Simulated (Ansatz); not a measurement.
Input for Ansatz (plane-wave DFT, PAW):

```yaml
crystal:
  lattice:
    - [4.3534726318, 0.0, 0.0]
    - [-2.1767363159, 3.7702178938, 0.0]
    - [0.0, 0.0, 41.0186661159]
  atoms:
    - { symbol: Te, position: [0.0, 0.0, 0.4077294928] }
    - { symbol: Bi, position: [0.3333333333, 0.6666666667, 0.4501110201] }
    - { symbol: Te, position: [0.6666666667, 0.3333333333, 0.5] }
    - { symbol: Bi, position: [0.0, 0.0, 0.5498889799] }
    - { symbol: Te, position: [0.3333333333, 0.6666666667, 0.5922705072] }
  periodic: [true, true, false]
basis:
  ecutwfc: 420
kpoints:
  mp_grid: { grid: [9, 9, 1] }
  band_path:
    path:
      - [0, 0, 0]
      - [0.5, 0, 0]
      - [0.3333333333333, 0.3333333333333, 0]
      - [0, 0, 0]
    npoints: 16
hamiltonian:
  xc: pbe
  dispersion: d3bj
scf:
  occupations: { method: gaussian, width: 0.02 }
output:
  forces: true
  stress: true
  eigenvalues: true
  populations: true
  write_density: true
  write_potential: true
  elf: true
  volumetric_format: npy
magnetization:
  noncollinear: true
  spin_orbit: true
```

Launched with
```bash
ansatz run input.yaml --threads 4 --pin off --max-ram 9216MiB --backend cpu --events-out ev --progress --plain --runs-dir out
```

All numbers below come from Ansatz 0.2.0, DFT PBE+D3(BJ), spin-orbit coupling, plane waves, PAW.

Abridged output:

```
Pseudopotentials: kind: paw_fr
Pseudopotential: Te, paw_fr, valence charge 16, recommended cutoff 420 eV (normal)#standard-fr
Pseudopotential: Bi, paw_fr, valence charge 15, recommended cutoff 420 eV (normal)#standard-fr
Functional definition: PBE
non-collinear run that drives no moment, with spin-orbit: no starting moment large enough to seed its density (crystal.atoms[].spin), no starting occupations that ask for one, no magnetisation constraint and no magnetic field, so the semilocal B_xc is pinned to zero
Crystal: 5 atoms, lattice volume = 673.262 Å³
Basis set: ecut = 420 eV, 13271 PW (Γ), exchange–correlation on 60×60×576 points (8 copies of the dense FFT grid, shifted against one another)
Bands: 94, of which v1, the nominal top of the filled ones, is band 78 counted from 1 (77 counted from 0)
Symmetry: 12 space group operations + 12 with time reversal
Magnetic group: BNS 164.86 (UNI 1316), of the structure as read, at distance tolerance 8.8e-5 Å
k-points: 12 of 81
Projection manifold: j_resolved (fully-relativistic pseudo-atomic orbitals)
Initial density: superposition of atomic densities (neutral atoms: chi_scale 0, normalization atom)
Initial wavefunctions: pseudopotential atomic-orbital guess
Functional: x = pbe(κ = 0.804, μ = 0.21951497), c = pbe(β = 0.06672455)
SCF iter   1: F=—  HF=-45827.620505 eV  |F-HF|=—  |Δ(HF+E_count)|=         —  Δρ=8.45e-3  dr2=1.01e0  dr2_m=0.00e0 (ungated)  ethr=1.34e-3  |M|=0.00e0 ∫|m|=0.00e0 μB  |m|>n=0.0e0 m-floor=0.0e0 τ_xc=0.0e0  β_m=0.30  ⟨swp⟩=6.8  Hψ=4058  notcnv=0
spin=Noncollinear: Resta preconditioning applied to the charge; magnetization (m_x, m_y, m_z) channels mix plain (no charge-response kernel on spin).
SCF iter   2: F=—  HF=-45827.439127 eV  |F-HF|=—  |Δ(HF+E_count)|=   1.81e-1  Δρ=4.99e-3  dr2=2.94e-1  dr2_m=0.00e0 (ungated)  ethr=1.29e-3  |M|=0.00e0 ∫|m|=0.00e0 μB  |m|>n=0.0e0 m-floor=0.0e0 τ_xc=0.0e0  β_m=0.39  ⟨swp⟩=3.1  Hψ=842  notcnv=0  defer=38
SCF iter   3: F=—  HF=-45827.424286 eV  |F-HF|=—  |Δ(HF+E_count)|=   1.48e-2  Δρ=3.18e-3  dr2=2.34e-1  dr2_m=0.00e0 (ungated)  ethr=3.77e-4  |M|=0.00e0 ∫|m|=0.00e0 μB  |m|>n=0.0e0 m-floor=0.0e0 τ_xc=0.0e0  β_m=0.37  ⟨swp⟩=4.7  Hψ=937  notcnv=0  defer=40
SCF iter   4: F=—  HF=-45827.407100 eV  |F-HF|=—  |Δ(HF+E_count)|=   1.72e-2  Δρ=1.62e-3  dr2=1.67e-2  dr2_m=0.00e0 (ungated)  ethr=3.00e-4  |M|=0.00e0 ∫|m|=0.00e0 μB  |m|>n=0.0e0 m-floor=0.0e0 τ_xc=0.0e0  β_m=0.53  ⟨swp⟩=2.9  Hψ=739  notcnv=0  defer=96
SCF iter   5: F=—  HF=-45827.409230 eV  |F-HF|=—  |Δ(HF+E_count)|=   2.13e-3  Δρ=3.37e-4  dr2=4.60e-4  dr2_m=0.00e0 (ungated)  ethr=2.15e-5  |M|=0.00e0 ∫|m|=0.00e0 μB  |m|>n=0.0e0 m-floor=0.0e0 τ_xc=0.0e0  β_m=0.56  ⟨swp⟩=3.7  Hψ=1238  notcnv=0  defer=112
SCF iter   6: F=—  HF=-45827.409398 eV  |F-HF|=—  |Δ(HF+E_count)|=   1.67e-4  Δρ=1.12e-4  dr2=5.64e-5  dr2_m=0.00e0 (ungated)  ethr=5.90e-7  |M|=0.00e0 ∫|m|=0.00e0 μB  |m|>n=0.0e0 m-floor=0.0e0 τ_xc=0.0e0  β_m=0.67  ⟨swp⟩=3.0  Hψ=1214  notcnv=0  defer=112
SCF iter   7: F=—  HF=-45827.409651 eV  |F-HF|=—  |Δ(HF+E_count)|=   2.53e-4  Δρ=1.59e-5  dr2=1.82e-6  dr2_m=0.00e0 (ungated)  ethr=7.24e-8  |M|=0.00e0 ∫|m|=0.00e0 μB  |m|>n=0.0e0 m-floor=0.0e0 τ_xc=0.0e0  β_m=0.74  ⟨swp⟩=3.7  Hψ=1075  notcnv=0  defer=112
SCF iter   8: F=—  HF=-45827.409653 eV  |F-HF|=—  |Δ(HF+E_count)|=   2.18e-6  Δρ=5.44e-6  dr2=2.48e-7  dr2_m=0.00e0 (ungated)  ethr=2.34e-9  |M|=0.00e0 ∫|m|=0.00e0 μB  |m|>n=0.0e0 m-floor=0.0e0 τ_xc=0.0e0  β_m=0.78  ⟨swp⟩=3.2  Hψ=1069  notcnv=0  defer=112
SCF iter   9: F=-45827.409653 eV  HF=-45827.409653 eV  |F-HF|=4.98e-9  |Δ(HF+E_count)|=   2.01e-7  Δρ=1.10e-6  dr2=8.80e-9  dr2_m=0.00e0 (ungated)  ethr=1.28e-10  |M|=0.00e0 ∫|m|=0.00e0 μB  |m|>n=0.0e0 m-floor=0.0e0 τ_xc=0.0e0  ⟨swp⟩=27.6  Hψ=6434  notcnv=0
SCF 1 converged in 9 iterations: F = -45827.409653 eV  dr2 = 8.80e-9
SCF converged after 9 iterations
Magnetization: |M| = 0.0000 μB,  M = (+0.0000, +0.0000, +0.0000) μB
Absolute magnetization: 0.0000 μB (∫|m|)
  site 0: m = (+0.0000, +0.0000, +0.0000) μB, |m| = 0.0000 μB  (R = 1.26 Å)
  site 1: m = (+0.0000, +0.0000, +0.0000) μB, |m| = 0.0000 μB  (R = 1.26 Å)
  site 2: m = (+0.0000, +0.0000, +0.0000) μB, |m| = 0.0000 μB  (R = 1.34 Å)
  site 3: m = (+0.0000, +0.0000, +0.0000) μB, |m| = 0.0000 μB  (R = 1.26 Å)
  site 4: m = (+0.0000, +0.0000, +0.0000) μB, |m| = 0.0000 μB  (R = 1.26 Å)
Free energy (F): -45827.409653 eV
Harris-Foulkes:  -45827.409653 eV  (|F-HF|=4.98e-9)
Internal energy: -45827.409653 eV  (E = F + TS)
E sigma→0 (E₀):  -45827.409653 eV
Fermi energy:    -5.107495 eV
--- Per-component energies (eV) ---
  E_band       = -2074.704074
  E_kinetic    = 1147.905910
  E_local      = -243451.963427  (includes V_loc(G=0)·N_el)
  E_nonlocal   = 194.747415
  E_hartree    = 121175.570626
  E_xc         = -677.502401
  E_vxc        = -602.401771  (∫ρ·V_xc dr)
  E_paw        = -35406.713116  (= ΣΔE_a)
  E_vpaw       = -1714.132939  (= ΣTr[D̂ρ^β])
  E_aug_tail   = -0.001304  (compensation charges beyond the density's cutoff)
  E_ewald      = 111192.328802
  E_disp       = -1.782157  (pairwise vdW)
  E_smearing   =  0.000000  (= −TS)
--- Forces (eV/Å), atoms counted from 1 ---
  atom   1  Te     0.00000000     0.00000000    -0.11841874
  atom   2  Bi     0.00000000     0.00000000     0.06247838
  atom   3  Te     0.00000000     0.00000000     0.00000000
  atom   4  Bi     0.00000000     0.00000000    -0.06247838
  atom   5  Te     0.00000000     0.00000000     0.11841874
--- 2D stress c σ (N/m, compression-positive) ---
        0.390485       0.000000       0.000000
        0.000000       0.390485       0.000000
        0.000000       0.000000       0.000000
  P = ½ c Tr σ = 0.3905 N/m
--- Band table (eV; the first three rows of 12) ---
  k-point 0: bands = ["-42.1949", "-42.1949", "-42.1949", "-42.1949", "-42.1818", "-42.1818", "-42.1818", "-42.1818", "-42.0599", "-42.0599", "-42.0281", "-42.0281", "-40.7330", "-40.7330", "-40.7330", "-40.7330", "-40.7223", "-40.7223", "-40.7223", "-40.7223", "-40.7154", "-40.7154", "-40.7154", "-40.7154", "-40.5977", "-40.5977", "-40.5851", "-40.5851", "-40.5562", "-40.5562", "-29.4004", "-29.4004", "-29.4000", "-29.4000", "-29.3932", "-29.3932", "-29.3927", "-29.3927", "-26.4222", "-26.4222", "-26.4206", "-26.4206", "-26.4102", "-26.4102", "-26.4100", "-26.4100", "-26.4067", "-26.4067", "-26.4051", "-26.4051", "-17.8979", "-17.8979", "-17.3937", "-17.3937", "-15.8202", "-15.8202", "-13.8 ...
  k-point 1: bands = ["-42.1948", "-42.1948", "-42.1948", "-42.1948", "-42.1818", "-42.1818", "-42.1817", "-42.1817", "-42.0599", "-42.0599", "-42.0280", "-42.0280", "-40.7329", "-40.7329", "-40.7329", "-40.7329", "-40.7223", "-40.7223", "-40.7223", "-40.7223", "-40.7154", "-40.7154", "-40.7153", "-40.7153", "-40.5977", "-40.5977", "-40.5851", "-40.5851", "-40.5561", "-40.5561", "-29.4001", "-29.4001", "-29.3997", "-29.3997", "-29.3933", "-29.3933", "-29.3927", "-29.3927", "-26.4216", "-26.4216", "-26.4201", "-26.4201", "-26.4109", "-26.4109", "-26.4107", "-26.4107", "-26.4061", "-26.4061", "-26.4046", "-26.4046", "-17.7895", "-17.7895", "-17.2921", "-17.2921", "-15.7548", "-15.7548", "-13.9 ...
  k-point 2: bands = ["-42.1947", "-42.1947", "-42.1947", "-42.1947", "-42.1817", "-42.1817", "-42.1817", "-42.1817", "-42.0599", "-42.0599", "-42.0279", "-42.0279", "-40.7327", "-40.7327", "-40.7327", "-40.7327", "-40.7223", "-40.7223", "-40.7223", "-40.7223", "-40.7153", "-40.7153", "-40.7152", "-40.7152", "-40.5976", "-40.5976", "-40.5852", "-40.5852", "-40.5559", "-40.5559", "-29.3992", "-29.3992", "-29.3989", "-29.3989", "-29.3935", "-29.3935", "-29.3929", "-29.3929", "-26.4210", "-26.4210", "-26.4194", "-26.4194", "-26.4121", "-26.4121", "-26.4117", "-26.4117", "-26.4045", "-26.4045", "-26.4031", "-26.4031", "-17.4704", "-17.4704", "-16.9978", "-16.9978", "-15.5866", "-15.5866", "-14.0 ...
  ° read free of the cell's end (the report's vacuum.weakly_bound_levels)
--- Löwdin populations: 5 sites ---
  site symbol       q [e]
     0     Te     16.1311
     1     Bi     14.6427
     2     Te     16.2773
     3     Bi     14.6427
     4     Te     16.1311
  spilling = 0.002244 (of n_electrons = 78.000000)
```

The calculation finished and met its thresholds.

It took 5.6 min on 4 threads of Arm Neoverse V2, on a shared host, peak memory 5.1 GiB.
